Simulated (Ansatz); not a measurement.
# Elastic constants of AlOs (Pm-3m) under pressure

```
Al Os
1.0
     2.99330    0.00000    0.00000
     0.00000    2.99330    0.00000
     0.00000    0.00000    2.99330
Al Os
1 1
Direct
  0.00000 0.00000 0.00000
  0.50000 0.50000 0.50000
```

This is the zero-pressure cell. At each pressure cell and atoms are relaxed in this structure, and the constants are slopes of the stress at strains of ±0.005 with relaxed ions (the coefficients that govern stability under load). Level: PBEsol, PAW on Ansatz 0.2.0's default frozen-core files (fitted under PBE), scalar-relativistic; k mesh 16×16×16, strains of ±0.005, Fermi-Dirac smearing of 0.080 eV, cutoff 420 eV. P is the pressure of the relaxed cell, less that of this one.

| P (GPa) | V/V₀ | C11 (GPa) | C12 (GPa) | C44 (GPa) |
| --- | --- | --- | --- | --- |
| 0.00 | 1.0000 | 369.0 | 191.6 | 164.8 |
| 1.00 | ? | ? | ? | ? |
| 1.99 | 0.9922 | 380.9 | 198.7 | 169.2 |
| 4.00 | 0.9847 | 392.8 | 205.8 | 173.5 |
| 7.00 | 0.9740 | 410.4 | 216.3 | 179.8 |
| 9.99 | 0.9639 | 427.7 | 226.7 | 186.0 |
| 15.00 | 0.9481 | 456.3 | 243.8 | 196.0 |

Question: Does the bulk modulus from the constants agree with the pressure-volume curve?

Answer: A third-order Birch-Murnaghan fit to the volumes shown (F against f, f = [(V₀/V)^(2/3) − 1]/2) gives B₀ = 250.7 GPa and B′ = 4.4. Its −V dP/dV stands beside (C11 + 2C12)/3:

```csv
P (GPa),from P(V),from the constants
0.00,250.7,250.7
1.99,259.4,259.4
4.00,268.1,268.2
7.00,281.0,281.0
9.99,293.7,293.7
15.00,314.7,314.6
```

Question: What are the pressure derivatives at zero pressure?

Answer: Slopes at V₀ of quadratic fits in −ln(V/V₀) through the first four rows shown, divided by B₀: dC11/dP = 6.0, dC12/dP = 3.6, dC44/dP = 2.2. The mean slopes up to 4.0 GPa are 6.0, 3.6, 2.2; curvature and scatter of the constants part the two. The combination (dC11/dP + 2 dC12/dP)/3 = 4.4 stands against B′.

Question: Fill the row at 1.00 GPa.

Answer: Cubic fits in −ln(V/V₀) through all rows shown give C11 = 375.0, C12 = 195.2, C44 = 167.0 GPa. Computed: V/V₀ = 0.9960, C11 (GPa) = 375.0, C12 (GPa) = 195.2, C44 (GPa) = 167.0.

Question: Does a shear stiffness soften?

Answer: C44 goes from 164.8 to 196.0 GPa; (C11 − C12)/2 goes from 88.7 to 106.3 GPa. Neither ends more than 3 % under its start, and the lattice stays mechanically stable over this range.

Caveats: the structure is a database entry and needn't be the stable phase; no other phase was computed; many crystals of this kind change structure within this range, and rows or crossings beyond such a change describe a metastable lattice; frozen-core PAW files fitted under PBE, their cores solved anew for the functional of the run; responses of metals move with mesh and smearing; no spin-orbit coupling on heavy atoms; phonons weren't checked at these pressures.
